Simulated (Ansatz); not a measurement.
Be2C (fluorite or antifluorite type, Fm-3m), the program Ansatz at the LDA level (PAW): ε∞ = 6.84, cell volume 19.44 Å³. Infrared-active transverse modes:

```
ω_TO (cm⁻¹)  oscillator strength S_xx (e²/amu)
-----------  ---------------------------------
674.1                                    1.283
```

Task: Compute the static dielectric constant.

Result: Each mode adds (4.921e7/V) S/ω²: 7.15. So ε0 = 14.0.

Task: What LO frequency does the Lyddane–Sachs–Teller relation give?

Result: ω_LO = ω_TO √(ε0/ε∞) = 964 cm⁻¹.

Symmetry was held in the LDA relaxation; phonons on a q-mesh show no instability.

Potentials: the later of the program's two PAW sets.
